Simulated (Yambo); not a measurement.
A G0W0@PBEsol run in Yambo for NaCoO2 (space group R-3m, No. 166) (6×6×6 Γ-centred k mesh, bands 6 to 65 and a 7 Ry block in the screening, 65 bands in G with the Bruneval-Gonze terminator, plasmon pole fitted at 27.2 eV) gives these matrix elements, in eV, at the band edges ((0.333, 0.333, -0.5) → (0.167, 0.167, -0.5)):

```tsv
state	E0	<Vxc>	<Σx>	<Σc(E0)>	Z
valence edge	0.000	-27.978	-35.032	7.181	0.713
conduction edge	0.859	-27.015	-21.084	-4.477	0.724
```

Problem. Solve the linearised quasiparticle equation for both states, give the gap, and say how exchange and correlation each act on it.

Solution. E = E0 + Z(Σx + Σc − Vxc). Valence: 0.000 + 0.713 × (-35.032 + (7.181) − (-27.978)) = 0.09 eV. Conduction: 0.859 + 0.724 × (-21.084 + (-4.477) − (-27.015)) = 1.91 eV. The gap is 1.82 eV, against 0.86 eV in PBEsol. Replacing Vxc by bare exchange alone would open it by 12.99 eV; correlation takes back 11.66 eV of that, and Z scales what is left. Convergence of the G0W0 settings was not tested. The mesh misses a band edge: along a dense path the PBEsol gap is 0.75 eV against 0.86 eV on the mesh. The 3d shell has no Hubbard U; the runs are without spin polarisation, and magnetic order was not tried.

Geometry relaxed with PBEsol; primitive cell a = 5.381 Å, b = 5.381 Å, c = 5.381 Å, α = 31.14°, β = 31.14°, γ = 31.14°.

The structure is a Materials Project entry; no match was found in the copy of COD used, and its stability was not checked.
